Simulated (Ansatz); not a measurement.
An element in the diamond structure gives these cold pressures by all-electron LAPW under PBEsol (Ansatz 0.2.0, scalar-relativistic, no spin polarisation).

```tsv
V (Å³/atom)	P (GPa)
13.67	-0.08
12.03	8.04
10.66	21.4
9.30	46.9
7.93	97.2
6.83	174.5
5.88	297.6
```

(1) Which element is it?

## Answers

(1) F. Its zero-pressure volume in this structure is near 13.7 Å³/atom; the volume and the steepness of P(V) together point to it, though neighbours can come close. Neighbours weren't tried against these numbers.
